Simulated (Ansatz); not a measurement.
SnSe2 (started from an entry of an open crystallographic database): a single-point calculation in the PAW code Ansatz (PBE). The cell was relaxed with r2SCAN+rVV10 and then strained (biaxial -5.75 % in x and y, z held), with the atoms relaxed again with r2SCAN+rVV10; k points keep the names of the unstrained zone.

input.yaml:
```yaml
crystal:
  lattice:
    - [3.6052169145, 0.0, 0.0]
    - [-1.8026084572, 3.1222094341, 0.0]
    - [0.0, 0.0, 6.2270561801]
  atoms:
    - { symbol: Sn, position: [0.0, 0.0, 0.0] }
    - { symbol: Se, position: [0.3333333333, 0.6666666667, 0.2631953217] }
    - { symbol: Se, position: [0.6666666667, 0.3333333333, 0.7368046783] }
kpoints:
  mp_grid: { grid: [12, 12, 4] }
  band_path:
    path:
      - [0.0, 0.0, 0.0]
      - [0.5, 0.0, 0.0]
      - [0.3333333333, 0.3333333333, 0.0]
      - [0.0, 0.0, 0.5]
      - [0.5, 0.0, 0.5]
      - [0.3333333333, 0.3333333333, 0.5]
      - [-0.104167, 0.104167, 0.197917]
      - [0.0, 0.466146, 0.382812]
    npoints: 1
hamiltonian:
  xc: pbe
scf:
  occupations: { method: fermi_dirac, width: 0.02 }
  n_extra_bands: 4
output:
  forces: true
  stress: true
  eigenvalues: true
```

Command: `ansatz run input.yaml --threads 4 --pin off --max-ram 4608MiB --backend cpu --events-out ev --progress --plain --runs-dir out`. It took 6.3 s on 4 threads of Intel(R) Xeon(R) Processor @ 2.50GHz (Skylake/Cascade Lake), with other jobs on the host, load about 0.9 per core; peak host memory 0.46 GiB.

What the program printed (shortened):
```
scf.n_extra_bands = 4 over 23 filled bands (N_el = 46.0): the run solves 27 bands
Functional definition: PBE
Crystal: 3 atoms, lattice volume = 70.093 Å³
Basis set: ecut = 420 eV, 1305 PW (Γ)
Symmetry: 12 space group operations
Space group: P-3m1 (ITA 164)
k-points: 69 of 576
preconditioner: auto → Resta (q_TF=auto, 2.543 Å⁻¹)  ε∞=3.0  [insulator: Δε(μ)=0.276 eV  σ=0.020 eV  ℏωp=22.6 eV]
Free energy (F): -16962.970073 eV
Internal energy: -16962.970066 eV  (E = F + TS)
E sigma→0 (E₀):  -16962.970070 eV
Entropy (-TS):   -0.000007 eV (-0.002 meV/atom)
Fermi energy:    10.039626 eV
--- Forces (eV/Å), atoms counted from 1 ---
  atom   1  Sn      0.00000      0.00000      0.00000
  atom   2  Se      0.00000      0.00000      0.33551
  atom   3  Se      0.00000      0.00000    -0.33551
--- Stress (GPa, compression-positive) ---
       13.302251       0.000000       0.000000
        0.000000      13.302251       0.000000
        0.000000       0.000000       5.754857
  P = ⅓ Tr σ = 10.7865 GPa (107.865 kbar)
```

Levels at the listed points, from bands.tsv (eV from the Fermi energy, bands near the gap, counted from 0):
```tsv
# k_distance	band_18	band_19	band_20	band_21	band_22	band_23	band_24	band_25	band_26
# fermi_ev = 10.039626
# [0, 0, 0] at k_distance = 0.000000
# [0.5, 0, 0] at k_distance = 1.006208
# [0.3333333333, 0.3333333333, 0] at k_distance = 1.587143
# [0, 0, 0.5] at k_distance = 2.853818
# [0.5, 0, 0.5] at k_distance = 3.860026
# [0.3333333333, 0.3333333333, 0.5] at k_distance = 4.440961
# [-0.104167, 0.104167, 0.197917] at k_distance = 5.660301
# [0, 0.466146, 0.382812] at k_distance = 6.533282
# levels_relative_to = fermi_ev
0.000	-1.050	-0.628	-0.628	-0.385	-0.385	1.198	3.320	4.807	4.807
1.006	-5.407	-4.035	-2.822	-2.307	-0.616	0.974	3.385	4.550	4.915
1.587	-4.402	-4.402	-4.186	-2.545	-2.545	0.470	5.617	5.617	7.259
2.854	-3.477	-0.763	-0.763	-0.184	-0.184	3.023	3.258	4.525	4.525
3.860	-5.922	-2.908	-2.599	-1.577	-1.099	0.124	3.114	4.246	4.922
4.441	-5.023	-5.023	-4.617	-1.162	-1.162	1.868	3.520	3.520	5.299
5.660	-2.257	-1.637	-1.151	-0.764	-0.136	2.500	3.781	4.645	4.816
6.533	-5.784	-3.047	-2.615	-1.673	-1.031	0.066	3.544	4.236	5.023
```
In order the rows are Γ, M, K, A, L, H, (-0.104, 0.104, 0.198), (0, 0.466, 0.383).

The PBE gap is indirect, 0.20 eV (k = (-0.104, 0.104, 0.198) to k = (0, 0.466, 0.383)), below the direct gap of 1.10 eV at k = (0, 0.466, 0.383). The gap is the least over the mesh and the extra points. The mean pressure at these positions is +10.79 GPa, compression counted positive. The largest force is 0.34 eV/Å.

Spin-unpolarised throughout; all numbers are computed.

No spin-orbit coupling is included; it can move band edges with weight on the heavy atoms by tenths of an eV.
